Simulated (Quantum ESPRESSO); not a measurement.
## Kohn-Sham bands of ZrBrN (R-3m)

```
ZrBrN
1.0
   -1.82706     3.16456     0.00000
   -3.65412     0.00000     0.00000
   -1.82706     1.05485    10.15081
Zr Br N
2 2 2
Direct
  0.12403   0.12403   0.62791
  0.87597   0.87597   0.37209
  0.39236   0.39236   0.82291
  0.60764   0.60764   0.17709
  0.19505   0.19505   0.41485
  0.80495   0.80495   0.58515
```

Materials Project entry mp-541912; symmetrised, unrelaxed at this level. Not found in the COD (Crystallography Open Database) copy used, which has the formula in other groups; not checked further. Method: PBEsol plane waves in Quantum ESPRESSO 7.5 (PseudoDojo norm-conserving files, 68 Ry, spinors with spin-orbit coupling), Bloch states on a 4×4×4 mesh through Γ, Wannier90 4.0.1. Density: 10×10×10 mesh, cold smearing 0.01 Ry. The cell is built of weakly bound layers, chains or molecules. Database cells relaxed without dispersion often hold them too far apart, which can enlarge gaps and weakens couplings between them; spacing and stacking were not compared with the measured crystal.

### Question
List the Kohn-Sham levels between −8 and 4.5 eV relative to the valence-band maximum at the high-symmetry points, as a band run of pw.x on that density gives them (levels within 2 meV counted together).

### Answer
| point | k (reciprocal lattice) | levels (eV) |
|---|---|---|
| Γ | 0.000 0.000 0.000 | -4.10 (×2), -4.07 (×2), -4.04 (×2), -3.48 (×2), -3.48 (×2), -3.15 (×2), -2.66 (×2), -0.97 (×2), -0.88 (×2), -0.61 (×2), -0.52 (×2), 0.00 (×2), 2.47 (×2), 2.49 (×2), 3.11 (×2), 3.51 (×2), 3.60 (×2), 3.98 (×2) |
| T | 0.000 0.000 0.500 | -4.07 (×2), -4.04 (×2), -3.92 (×2), -3.74 (×2), -3.48 (×2), -3.47 (×2), -2.06 (×2), -1.01 (×2), -0.82 (×2), -0.65 (×2), -0.48 (×2), -0.31 (×2), 2.47 (×2), 2.50 (×2), 3.14 (×2), 3.50 (×2), 3.58 (×2), 3.95 (×2) |
| H_2 | -0.326 -0.652 0.174 | -4.32 (×2), -4.19 (×2), -3.80 (×2), -3.46 (×2), -3.19 (×2), -2.88 (×2), -2.81 (×2), -2.39 (×2), -2.28 (×2), -1.65 (×2), -1.53 (×2), -0.51 (×2), 1.48 (×2), 2.59 (×2), 4.18 (×2), 4.20 (×2) |
| H_0 | -0.348 -0.674 -0.174 | -4.32 (×2), -4.19 (×2), -3.80 (×2), -3.46 (×2), -3.19 (×2), -2.88 (×2), -2.81 (×2), -2.39 (×2), -2.28 (×2), -1.65 (×2), -1.53 (×2), -0.51 (×2), 1.48 (×2), 2.59 (×2), 4.18 (×2), 4.20 (×2) |
| L | 0.000 -0.500 0.000 | -5.13 (×2), -4.14 (×2), -3.67 (×2), -3.34 (×2), -3.18 (×2), -2.90 (×2), -2.85 (×2), -1.85 (×2), -1.70 (×2), -1.25 (×2), -1.10 (×2), -0.92 (×2), 2.93 (×2), 3.14 (×2), 3.57 (×2), 4.17 (×2), 4.25 (×2), 4.42 (×2) |
| S_0 | -0.337 -0.674 -0.337 | -4.31 (×2), -4.20 (×2), -3.80 (×2), -3.46 (×2), -3.19 (×2), -2.87 (×2), -2.80 (×2), -2.39 (×2), -2.30 (×2), -1.64 (×2), -1.54 (×2), -0.51 (×2), 1.47 (×2), 2.59 (×2), 4.18 (×2), 4.21 (×2) |
| S_2 | -0.337 -0.663 0.000 | -4.31 (×2), -4.20 (×2), -3.80 (×2), -3.46 (×2), -3.19 (×2), -2.87 (×2), -2.80 (×2), -2.39 (×2), -2.30 (×2), -1.64 (×2), -1.54 (×2), -0.51 (×2), 1.47 (×2), 2.59 (×2), 4.18 (×2), 4.21 (×2) |
| F | -0.500 -0.500 0.000 | -5.13 (×2), -4.03 (×2), -3.82 (×2), -3.50 (×2), -3.18 (×2), -2.86 (×2), -2.50 (×2), -1.78 (×2), -1.75 (×2), -1.40 (×2), -1.10 (×2), -1.02 (×2), 2.91 (×2), 3.12 (×2), 3.51 (×2), 4.23 (×2), 4.39 (×2) |
